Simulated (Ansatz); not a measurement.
## Trajectory cell Ba8Hf2Zr6O24 of cubic perovskite BaZrO3 alloyed with BaHfO3

Theory: DFT, PBEsol, PAW, plane waves (Ansatz 0.2.0).

Command:

```sh
ansatz run in.yaml --threads 7 --pin off --max-ram 13300MiB --runs-dir r --events-out ev --progress --plain
```

The input less its lattice and atoms:

```yaml
accuracy: low
kpoints:
  mp_grid: { grid: [1, 1, 1] }
hamiltonian:
  xc: pbesol
scf:
  occupations: { method: fermi_dirac, width: 0.1 }
md:
  ensemble: nvt_langevin
  timestep: 2.5
  n_steps: 240
  temperature: 600
  temperature_schedule: [{ n_steps: 120, end_temperature: 600 }, { n_steps: 120, end_temperature: 600 }]
  friction: 0.02
  initial_velocities: maxwell_boltzmann
  seed: 1
```

Start:

```xyz
40
Lattice="8.3772 0.0000 0.0000 0.0000 8.3772 0.0000 0.0000 0.0000 8.3772" Properties=species:S:1:pos:R:3 pbc="T T T"
Ba    0.0336    0.0035    8.3615
Ba    8.3452    8.3400    4.1816
Ba    0.0270    4.2060    0.0234
Ba    0.0383    4.1941    4.1855
Ba    4.1660    0.0283    0.0116
Ba    4.2322    0.0496    4.1930
Ba    4.1576    4.1891    0.0086
Ba    4.1365    4.1815    4.1784
Hf    2.1234    2.0803    2.1005
Hf    2.0794    6.2798    2.0694
Zr    2.1115    2.0735    6.2888
Zr    2.0818    6.2891    6.2957
Zr    6.2950    2.0949    2.0843
Zr    6.3168    2.0967    6.2912
Zr    6.2338    6.2447    2.1343
Zr    6.3094    6.3301    6.2763
O     2.0995    2.0822    0.0010
O     2.0951    2.1244    4.1622
O     2.0889    6.3093    0.0075
O     2.0897    6.2706    4.1976
O     6.3131    2.1238    8.3743
O     6.2946    2.0950    4.2076
O     6.2441    6.3064    0.0130
O     6.2462    6.3039    4.1767
O     0.0075    2.0869    2.0857
O     8.3760    2.1340    6.2613
O     8.3654    6.2721    2.1102
O     0.0225    6.2776    6.2798
O     4.1950    2.0948    2.1017
O     4.1767    2.0998    6.2666
O     4.2216    6.2769    2.1324
O     4.1817    6.2800    6.2576
O     2.0965    8.3695    2.0777
O     2.0846    0.0095    6.2814
O     2.0990    4.1925    2.0952
O     2.0931    4.1647    6.2872
O     6.2860    8.3553    2.0977
O     6.2438    0.0100    6.2674
O     6.2894    4.1866    2.0929
O     6.3008    4.2100    6.3151
```

Some of the steps:

```csv
step,"free energy without the kinetic part, less step 39 (eV)",temperature (K),largest force component (eV/Å)
39,0.000,523,2.63
79,0.467,557,2.89
119,-0.886,642,2.50
159,-0.615,546,2.44
199,-0.755,666,2.89
239,0.233,704,2.91
```

Structure at step 159 of the program's count:

```
Ba Hf Zr O
1.0
     8.37720    0.00000    0.00000
     0.00000    8.37720    0.00000
     0.00000    0.00000    8.37720
Ba Hf Zr O
8 2 6 24
Cartesian
  8.3158 0.0175 0.2138
  0.0834 8.1003 4.1558
  0.0187 4.0430 8.2411
  8.3749 3.9643 4.3023
  4.2263 8.2318 0.0725
  4.0177 8.2010 4.2096
  4.0499 4.1698 0.0266
  4.1254 4.0293 4.4425
  2.1421 1.9434 2.2055
  1.9541 6.1078 2.0795
  2.1024 1.8574 6.3617
  2.1486 6.2146 6.3299
  6.3135 2.1211 2.1840
  6.3525 1.9577 6.3931
  6.1878 6.3345 2.2320
  6.3719 6.1163 6.3970
  2.2049 1.9804 8.3757
  2.0590 2.4625 4.1945
  2.2266 6.6328 8.2382
  2.1230 6.2215 4.1053
  6.0716 2.1967 8.3197
  6.3277 2.1509 4.1664
  6.1740 6.2620 8.3017
  6.2694 6.5884 4.1614
  8.3195 1.9905 1.7684
  0.0352 2.0174 6.0775
  8.2546 6.3531 2.1306
  0.0802 5.9309 6.1805
  4.0501 1.9290 1.9953
  4.1414 1.9224 6.0604
  4.1490 6.1123 2.1385
  4.2621 6.1711 6.0625
  1.7491 8.2529 2.3355
  1.8557 8.2432 6.0591
  1.8559 4.1474 1.6182
  2.0897 4.1994 6.3371
  6.2372 0.0684 1.8883
  6.3820 8.3117 6.3183
  6.2291 4.2388 1.8329
  6.2372 4.1197 5.9556
```

End:

```xyz
40
Lattice="8.3772 0.0000 0.0000 0.0000 8.3772 0.0000 0.0000 0.0000 8.3772" Properties=species:S:1:pos:R:3 pbc="T T T"
Ba    0.0663    8.1963    0.0941
Ba    0.1466    0.1202    4.1676
Ba    8.2614    4.2781    0.1104
Ba    8.2985    4.2392    4.3810
Ba    4.2509    8.1734    8.3090
Ba    4.2556    0.1084    4.2135
Ba    4.1763    4.2898    0.0099
Ba    4.1213    3.9865    4.3073
Hf    2.0476    2.1528    2.0402
Hf    2.0980    6.3442    2.3243
Zr    2.0980    2.1069    6.5924
Zr    2.1582    6.2526    6.5067
Zr    6.3332    2.0155    2.0227
Zr    6.3279    1.9729    6.4151
Zr    6.1428    6.2595    2.2227
Zr    6.3771    6.1759    6.3408
O     1.9702    1.5496    0.0445
O     1.6767    2.1910    4.2025
O     1.8123    6.0968    0.1509
O     2.0334    5.9639    4.2460
O     5.7964    2.1551    0.0493
O     6.1911    2.1853    4.1702
O     6.2286    6.1735    8.3359
O     5.9454    6.3728    4.2913
O     8.2920    1.8761    1.7018
O     8.3253    2.4520    6.5746
O     8.2289    6.1100    2.0680
O     8.2271    6.2676    6.2886
O     3.9837    1.9188    2.3794
O     4.1726    2.2593    6.3636
O     4.0784    5.9597    1.9421
O     4.0950    6.5373    6.5812
O     1.7680    8.2200    2.1111
O     1.9260    0.1301    6.2861
O     2.0017    4.0607    2.1128
O     2.2906    4.2359    6.5668
O     5.9232    0.0486    2.2746
O     6.1762    0.0379    6.1619
O     6.0576    4.1261    2.2475
O     6.1213    4.1823    6.2694
```

The run ended as planned.

Time: 5.8 min of wall time on 7 threads of a Neoverse-V2 processor, on a host shared with other runs; peak host memory 1 GiB.
